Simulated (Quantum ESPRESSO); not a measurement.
## Sc3GaRu3Ti (one run as intended and one with a planted mistake)

Computed values, not a measurement. The program is pw.x of Quantum ESPRESSO 7.5 (plane-wave density functional theory). The cell is made up: eight metal atoms on a hexagonal close-packed lattice, with elements, volume, strain and displacements drawn at random and not relaxed, so it may be unstable or far from any real phase. PseudoDojo standard norm-conserving files set the functional (PBE unless stated); there is no spin polarisation or spin-orbit coupling, the Fermi-Dirac width of 0.25 eV means electrons at about 2900 K, and the masses in the input are unused placeholders. A spin test at this wide smearing found no moment, but such smearing suppresses magnetism that the real alloy may have.

Intended input:

```
&control calculation='scf', pseudo_dir='./dojo.nc.sr.pbe.v0_5.standard.upf', outdir='./o', disk_io='minimal', tprnfor=.true., tstress=.true. /
&system ibrav=0, nat=8, ntyp=4, nbnd=70, ecutwfc=84.00895049, nosym=.true., tot_charge=0,
 occupations='smearing', smearing='fd', degauss=0.0183746611
/
&electrons conv_thr=1.470e-08, electron_maxstep=70, mixing_beta=0.5 /
ATOMIC_SPECIES
Ga 1.0 Ga.upf
Ru 1.0 Ru.upf
Sc 1.0 Sc.upf
Ti 1.0 Ti.upf
CELL_PARAMETERS angstrom
-2.9898 -0.0342 -0.0345
-0.0542 -0.0246 -4.7359
-0.1185 -10.5258 -0.0543
ATOMIC_POSITIONS angstrom
Sc 0.0182 0.0289 -0.0246
Ga -0.0861 -5.456 -0.0877
Ru -0.0159 -3.6535 -2.5112
Ru -0.1317 -8.7651 -2.1936
Ti -1.4885 -2.5227 -0.1561
Sc -1.5834 -7.8522 -0.1118
Ru -1.5149 -0.8415 -2.4205
Sc -1.6971 -6.0194 -2.4572
K_POINTS automatic
8 5 2 1 1 1
```

The log is shortened where brackets say so; the opening notice, blank lines, dates and the lines on written files are dropped, and the path of the files is cut. It prints rydbergs, bohrs and kilobars, and counts compression as positive stress. Its total energy is the free energy E - TS of the whole cell.

Log of the intended run:

```
     Program PWSCF v.7.5
     Parallel version (MPI & OpenMP), running on       4 processor cores
     Number of MPI processes:                 4
     Threads/MPI process:                     1
     [start-up lines left out]
     bravais-lattice index     =            0
     lattice parameter (alat)  =       5.6506  a.u.
     unit-cell volume          =    1005.4767 (a.u.)^3
     number of atoms/cell      =            8
     number of atomic types    =            4
     number of electrons       =       106.00
     number of Kohn-Sham states=           70
     kinetic-energy cutoff     =      84.0090  Ry
     charge density cutoff     =     336.0358  Ry
     scf convergence threshold =      1.5E-08
     mixing beta               =       0.5000
     number of iterations used =            8  plain     mixing
     Exchange-correlation= PBE
                           (   1   4   3   4   0   0   0)
     [axes and pseudopotential details left out]
   Cartesian axes
     site n.     atom                  positions (alat units)
         1        Sc     tau(   1) = (   0.0060866   0.0096649  -0.0082269  )
         2        Ga     tau(   2) = (  -0.0287941  -1.8246304  -0.0293292  )
         3        Ru     tau(   3) = (  -0.0053174  -1.2218268  -0.8398116  )
         4        Ru     tau(   4) = (  -0.0440440  -2.9312808  -0.7335977  )
         5        Ti     tau(   5) = (  -0.4977937  -0.8436575  -0.0522040  )
         6        Sc     tau(   6) = (  -0.5295307  -2.6259829  -0.0373889  )
         7        Ru     tau(   7) = (  -0.5066225  -0.2814198  -0.8094791  )
         8        Sc     tau(   8) = (  -0.5675550  -2.0130462  -0.8217525  )
     number of k points=    40  Fermi-Dirac smearing, width (Ry)=  0.0184
                       cart. coord. in units 2pi/alat
        k(    1) = (  -0.0609910  -0.0700137  -0.0620772), wk =   0.0500000
        k(    2) = (  -0.0626078   0.0720494  -0.0627966), wk =   0.0500000
     [further k points left out]
     Dense  grid:   104647 G-vectors     FFT dimensions: (  36,  54, 120)
     Estimated max dynamical RAM per process >     314.24 MB
     Estimated total dynamical RAM >       1.15 GB
     Initial potential from superposition of free atoms
     starting charge     105.9855, renormalised to     106.0000
     Starting wfcs are   79 randomized atomic wfcs
     total cpu time spent up to now is        5.2 secs
     per-process dynamical memory:   241.1 Mb
     Self-consistent Calculation
     iteration #  1     ecut=    84.01 Ry     beta= 0.50
     Davidson diagonalization with overlap
     ethr =  1.00E-02,  avg # of iterations =  2.2
     total cpu time spent up to now is       15.1 secs
     total energy              =   -1166.17176042 Ry
     estimated scf accuracy    <       3.78087430 Ry
     iteration #  2     ecut=    84.01 Ry     beta= 0.50
     Davidson diagonalization with overlap
     ethr =  3.57E-03,  avg # of iterations =  5.8
     total cpu time spent up to now is       27.3 secs
     total energy              =   -1162.05084195 Ry
     estimated scf accuracy    <     172.01752350 Ry
     [iterations 3 to 22 left out]
     iteration # 23     ecut=    84.01 Ry     beta= 0.50
     Davidson diagonalization with overlap
     ethr =  2.21E-11,  avg # of iterations =  2.1
     total cpu time spent up to now is      201.7 secs
     total energy              =   -1168.60215485 Ry
     estimated scf accuracy    <       0.00000002 Ry
     iteration # 24     ecut=    84.01 Ry     beta= 0.50
     Davidson diagonalization with overlap
     ethr =  1.43E-11,  avg # of iterations =  4.1
     total cpu time spent up to now is      209.7 secs
     End of self-consistent calculation
     [lines on levels left out]
!    total energy              =   -1168.60215485 Ry
     estimated scf accuracy    <          5.8E-09 Ry
     smearing contrib. (-TS)   =      -0.13898651 Ry
     internal energy E=F+TS    =   -1168.46316834 Ry
     The total energy is F=E-TS. E is the sum of the following terms:
     one-electron contribution =    -384.15644379 Ry
     hartree contribution      =     242.31459709 Ry
     xc contribution           =    -210.09511221 Ry
     ewald contribution        =    -816.52620942 Ry
     convergence has been achieved in  24 iterations
     Forces acting on atoms (cartesian axes, Ry/au):
     atom    1 type  3   force =    -0.00072959   -0.01517788    0.00955901
     atom    2 type  1   force =    -0.00802197    0.07733372    0.00550505
     atom    3 type  2   force =    -0.00814110    0.03903974    0.00045348
     atom    4 type  2   force =    -0.00050691   -0.02734050   -0.02283687
     atom    5 type  4   force =     0.00109955   -0.05775804   -0.00636086
     atom    6 type  3   force =     0.00194351   -0.02341387    0.01563234
     atom    7 type  2   force =     0.00185484   -0.01278408    0.00634758
     atom    8 type  3   force =     0.01250166    0.02010091   -0.00829973
     Total force =     0.119448     Total SCF correction =     0.000187
     Computing stress (Cartesian axis) and pressure
          total   stress  (Ry/bohr**3)                   (kbar)     P=      -81.35
  -0.00021554  -0.00008276  -0.00002442          -31.71      -12.17       -3.59
  -0.00008276  -0.00049618   0.00003992          -12.17      -72.99        5.87
  -0.00002442   0.00003992  -0.00094724           -3.59        5.87     -139.34
     init_run     :      4.95s CPU      5.15s WALL (       1 calls)
     electrons    :    199.24s CPU    204.51s WALL (       1 calls)
     forces       :      1.32s CPU      1.34s WALL (       1 calls)
     stress       :      4.33s CPU      4.34s WALL (       1 calls)
     [timing details left out]
     PWSCF        :   3m29.92s CPU   3m35.50s WALL
     JOB DONE.
```

A second run has one planted mistake: the files are those of another functional. The input lines that differ:

```
- &control calculation='scf', pseudo_dir='./dojo.nc.sr.pbe.v0_5.standard.upf', outdir='./o', disk_io='minimal', tprnfor=.true., tstress=.true. /
+ &control calculation='scf', pseudo_dir='./dojo.nc.sr.pbesol.v0_4_1.standard.upf', outdir='./o', disk_io='minimal', tprnfor=.true., tstress=.true. /
```

Its log:

```
     Program PWSCF v.7.5
     Parallel version (MPI & OpenMP), running on       4 processor cores
     Number of MPI processes:                 4
     Threads/MPI process:                     1
     [start-up lines left out]
     bravais-lattice index     =            0
     lattice parameter (alat)  =       5.6506  a.u.
     unit-cell volume          =    1005.4767 (a.u.)^3
     number of atoms/cell      =            8
     number of atomic types    =            4
     number of electrons       =       106.00
     number of Kohn-Sham states=           70
     kinetic-energy cutoff     =      84.0090  Ry
     charge density cutoff     =     336.0358  Ry
     scf convergence threshold =      1.5E-08
     mixing beta               =       0.5000
     number of iterations used =            8  plain     mixing
     Exchange-correlation= PBESOL
                           (   1   4  10   8   0   0   0)
     [axes and pseudopotential details left out]
   Cartesian axes
     site n.     atom                  positions (alat units)
         1        Sc     tau(   1) = (   0.0060866   0.0096649  -0.0082269  )
         2        Ga     tau(   2) = (  -0.0287941  -1.8246304  -0.0293292  )
         3        Ru     tau(   3) = (  -0.0053174  -1.2218268  -0.8398116  )
         4        Ru     tau(   4) = (  -0.0440440  -2.9312808  -0.7335977  )
         5        Ti     tau(   5) = (  -0.4977937  -0.8436575  -0.0522040  )
         6        Sc     tau(   6) = (  -0.5295307  -2.6259829  -0.0373889  )
         7        Ru     tau(   7) = (  -0.5066225  -0.2814198  -0.8094791  )
         8        Sc     tau(   8) = (  -0.5675550  -2.0130462  -0.8217525  )
     number of k points=    40  Fermi-Dirac smearing, width (Ry)=  0.0184
                       cart. coord. in units 2pi/alat
        k(    1) = (  -0.0609910  -0.0700137  -0.0620772), wk =   0.0500000
        k(    2) = (  -0.0626078   0.0720494  -0.0627966), wk =   0.0500000
     [further k points left out]
     Dense  grid:   104647 G-vectors     FFT dimensions: (  36,  54, 120)
     Estimated max dynamical RAM per process >     314.24 MB
     Estimated total dynamical RAM >       1.15 GB
     Initial potential from superposition of free atoms
     starting charge     105.9866, renormalised to     106.0000
     Starting wfcs are   79 randomized atomic wfcs
     total cpu time spent up to now is        4.4 secs
     per-process dynamical memory:   241.1 Mb
     Self-consistent Calculation
     iteration #  1     ecut=    84.01 Ry     beta= 0.50
     Davidson diagonalization with overlap
     ethr =  1.00E-02,  avg # of iterations =  2.2
     total cpu time spent up to now is       13.0 secs
     total energy              =   -1164.88862008 Ry
     estimated scf accuracy    <       4.00989911 Ry
     iteration #  2     ecut=    84.01 Ry     beta= 0.50
     Davidson diagonalization with overlap
     ethr =  3.78E-03,  avg # of iterations =  5.5
     total cpu time spent up to now is       25.0 secs
     total energy              =   -1160.72364521 Ry
     estimated scf accuracy    <     171.53312788 Ry
     [iterations 3 to 20 left out]
     iteration # 21     ecut=    84.01 Ry     beta= 0.50
     Davidson diagonalization with overlap
     ethr =  1.63E-10,  avg # of iterations =  2.6
     total cpu time spent up to now is      186.0 secs
     total energy              =   -1167.45669849 Ry
     estimated scf accuracy    <       0.00000011 Ry
     iteration # 22     ecut=    84.01 Ry     beta= 0.50
     Davidson diagonalization with overlap
     ethr =  1.05E-10,  avg # of iterations =  1.3
     total cpu time spent up to now is      193.0 secs
     End of self-consistent calculation
     [lines on levels left out]
!    total energy              =   -1167.45669849 Ry
     estimated scf accuracy    <          8.1E-09 Ry
     smearing contrib. (-TS)   =      -0.13908642 Ry
     internal energy E=F+TS    =   -1167.31761207 Ry
     The total energy is F=E-TS. E is the sum of the following terms:
     one-electron contribution =    -384.22587845 Ry
     hartree contribution      =     241.67758701 Ry
     xc contribution           =    -208.24311120 Ry
     ewald contribution        =    -816.52620942 Ry
     convergence has been achieved in  22 iterations
     Forces acting on atoms (cartesian axes, Ry/au):
     atom    1 type  3   force =    -0.00063300   -0.01528143    0.00794656
     atom    2 type  1   force =    -0.00749309    0.07586755    0.00549463
     atom    3 type  2   force =    -0.00782545    0.03775375    0.00038555
     atom    4 type  2   force =    -0.00064804   -0.03046358   -0.01859633
     atom    5 type  4   force =     0.00111589   -0.05605621   -0.00701774
     atom    6 type  3   force =     0.00215150   -0.02380710    0.01223210
     atom    7 type  2   force =     0.00171471   -0.01115919    0.00741770
     atom    8 type  3   force =     0.01161747    0.02314622   -0.00786246
     Total force =     0.117171     Total SCF correction =     0.000307
     Computing stress (Cartesian axis) and pressure
          total   stress  (Ry/bohr**3)                   (kbar)     P=     -126.71
  -0.00052962  -0.00007893  -0.00002202          -77.91      -11.61       -3.24
  -0.00007893  -0.00080214   0.00004006          -11.61     -118.00        5.89
  -0.00002202   0.00004006  -0.00125223           -3.24        5.89     -184.21
     init_run     :      4.06s CPU      4.26s WALL (       1 calls)
     electrons    :    183.81s CPU    188.62s WALL (       1 calls)
     forces       :      1.32s CPU      1.35s WALL (       1 calls)
     stress       :      4.27s CPU      4.27s WALL (       1 calls)
     [timing details left out]
     PWSCF        :   3m13.56s CPU   3m18.67s WALL
     JOB DONE.
```

|  | intended run | run with the mistake |
| --- | --- | --- |
| free energy (eV) | -15899.642 | -15884.058 |
| entropy term -TS, part of it (eV) | -1.891 | -1.892 |
| pressure (GPa) | -8.13 | -12.67 |
| size of the largest force component (eV/Å) | 1.988 | 1.951 |
| largest change of a force component (eV/Å) |  | 0.109 |
| iterations | 24 | 22 |

For scale, a rerun of the intended cell at a higher cutoff and on a denser mesh moved values by no more than 0.009 eV in energy, 0.08 GPa in stress and 0.008 eV/Å in force, and a second program with other atomic files agreed on that cell to 2 % rms in force and 0.5 GPa in pressure. Files of another functional or element have another zero of energy, so the energy change says nothing on stability.